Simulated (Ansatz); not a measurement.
All numbers below come from Ansatz, DFT PBE, scalar-relativistic, plane waves, PAW. All cells share a 420 eV cutoff and Γ-centred k meshes spaced at most about 0.3 Å⁻¹ (about 0.25 or finer for metals, 2π included). No spin polarisation in the final relaxations.

Temperature and zero-point effects are left out.

Compare these two cells of SnGe3Te4, each relaxed at this level.

A.

```
CELL_PARAMETERS angstrom
6.12712 0.00000 0.00000
0.00000 6.12712 0.00000
0.00000 0.00000 6.12712
ATOMIC_POSITIONS crystal
Sn 0.00000 0.00000 0.00000
Ge 0.50000 0.00000 0.50000
Ge 0.50000 0.50000 0.00000
Ge 0.00000 0.50000 0.50000
Te 0.00000 0.50000 0.00000
Te 0.50000 0.50000 0.50000
Te 0.00000 0.00000 0.50000
Te 0.50000 0.00000 0.00000
```

B.

```
CELL_PARAMETERS angstrom
4.30658 2.48641 3.72678
-4.30658 2.48641 3.72678
0.00000 -4.97281 3.72678
ATOMIC_POSITIONS crystal
Sn 0.00152 0.00152 0.00152
Ge 0.02025 0.52035 0.52035
Ge 0.52035 0.52035 0.02025
Ge 0.52035 0.02025 0.52035
Te 0.48966 0.98093 0.98093
Te 0.48318 0.48318 0.48318
Te 0.98093 0.98093 0.48966
Te 0.98093 0.48966 0.98093
```

**Question.** Which would you expect to be lower, and how large is the difference?

**Answer.** B is lower, by 23 meV/atom. The two are nearly one structure: a small distortion parts them. A has Sn and Ge ordered on rock salt sites, space group Pm-3m (No. 221), 28.8 Å³/atom and no gap on its mesh; B has Sn and Ge ordered on rock salt sites, space group R3m (No. 160), 29.9 Å³/atom and a gap of 0.13 eV. The lower one is the more open, so pressure narrows the difference. In A, Sn is surrounded by 6 Te at 3.06 Å; around Ge lie 6 Te at 3.06 Å; Te on a site of symmetry 4/mmm is surrounded by 2 Sn at 3.06 Å and 4 Ge at 3.06 Å; 1 more site not described. In B, Sn has 6 Te at 3.03–3.20 Å; Ge is surrounded by 3 Te at 2.86–2.88 Å and 3 Te at 3.37–3.38 Å; Te on a site of symmetry m has 2 Ge at 2.86 Å, 2 Sn at 3.03–3.20 Å and 2 Ge at 3.38 Å; 1 more site not described. Both come from invented guesses.

Spin–orbit coupling, which can matter for Te, is left out. Kohn–Sham gaps at this level usually fall short of measured ones. The missing spin–orbit coupling can work the other way here. The zero gap of Pm-3m may come from the functional, which often closes small gaps, or the cell may be a true semimetal. Cells relaxed within their symmetry can be saddle points. The R3m cell of SnGe3Te4 came from shaking the Pm-3m one.
